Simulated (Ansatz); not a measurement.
This run works on a generated trial structure, not on a known crystal.

Input and command of a plane-wave DFT calculation in Ansatz:

```yaml
crystal:
  lattice:
    - [2.42954611, 1.4026991, 4.04264152]
    - [-2.42954611, 1.4026991, 4.04264152]
    - [0.0, -2.8053982, 4.04264152]
  atoms:
    - { symbol: Hf, position: [0.5775217, 0.5775217, 0.5775217] }
    - { symbol: Hf, position: [0.77018932, 0.77018932, 0.77018932] }
    - { symbol: Br, position: [0.20383937, 0.20383937, 0.20383937] }
basis:
  ecutwfc: 420
kpoints:
  mp_grid: { grid: [5, 5, 5] }
hamiltonian:
  xc: pbe
scf:
  occupations: { method: gaussian, width: 0.2 }
  lower_state_search: "off"
output:
  forces: true
  stress: true
  eigenvalues: true
relax:
  adjacent_minimum: "off"
  f_tol: 0.08
  max_steps: 16
  cell: { stress_tol: 0.8 }
```

```bash
ansatz run input.yaml --threads 1 --pin off --max-ram 2560MiB --backend cpu --events-out ev --progress --plain --runs-dir out
```

Processor: Intel(R) Xeon(R) Processor @ 2.50GHz (Skylake/Cascade Lake), 1 thread, on a host shared with other jobs.

How long does it run, and how much memory does it take?

About 4 min, peak memory 0.39 GiB. It solves 36 bands at 19 k points (after reduction by symmetry) with about 1493 plane waves (on the last cell), in 100 SCF iterations over 13 ionic steps.
